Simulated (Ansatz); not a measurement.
## Li₃Au: stiffness from a series of strains

```xyz
4
Lattice="0.0000 3.1510 3.1510 3.1510 0.0000 3.1510 3.1510 3.1510 0.0000" Properties=species:S:1:pos:R:3 pbc="T T T"
Li    1.5755    1.5755    1.5755
Li    4.7265    4.7265    4.7265
Li    3.1510    3.1510    3.1510
Au    0.0000    0.0000    0.0000
```

Atoms are numbered in the order listed.

Conventional cell: a = 6.302 Å, b = 6.302 Å, c = 6.302 Å, α = 90.00°, β = 90.00°, γ = 90.00°. Li (atom 1) has 4 Li at 2.73 Å and 4 Au at 2.73 Å as nearest neighbours. Li (atom 3) is surrounded by 8 Li at 2.73 Å. Au (atom 4) has 8 Li at 2.73 Å as nearest neighbours.

The cell is COD entry 1510223, as deposited and not checked against the literature; nothing was relaxed.

Spin–orbit coupling is left out, though it moves levels of the heavy atoms by tenths of an eV or more.

The calculation used Ansatz 0.2.0, DFT, PBEsol, all-electron LAPW, scalar-relativistic.

The runs use a Γ-centred 10×10×10 k mesh, Fermi–Dirac smearing of 0.03 eV, basis error target 1 meV/atom, no spin polarisation.

The strain is applied along the Cartesian axes of the cell as listed (the other components stay zero). Fractional coordinates are held (clamped ions).

σ is the change of stress from the unstrained cell, which is at -1.37 GPa; tension is positive, so slopes are stress–strain coefficients at that pressure. In a metal the k mesh adds noise.

Only quantities that a quadratic follows smoothly over the whole series are listed; rougher ones are left out.

```tsv
εzz	σzz (GPa)	σxx (GPa)
-0.0200	-0.74	-0.62
0.0000	0.00	0.00
0.0100	0.33	0.29
0.0200	0.65	0.56
```

Question: Fit the series and read off the stiffness at zero strain.

Answer: Least-squares fits y = p0 + p1 x + p2 x² to the rows give σzz (GPa): p1 = 34.7, p2 = -110; σxx (GPa): p1 = 29.5, p2 = -77. So C11 = 35 GPa and C12 = 30 GPa, which gives B = (C11 + 2 C12)/3 = 32 GPa.

Question: One run, at εzz = -0.0100, is withheld. Predict its row.

Answer: The fits give -0.36, -0.30; the run gave -0.36, -0.30.
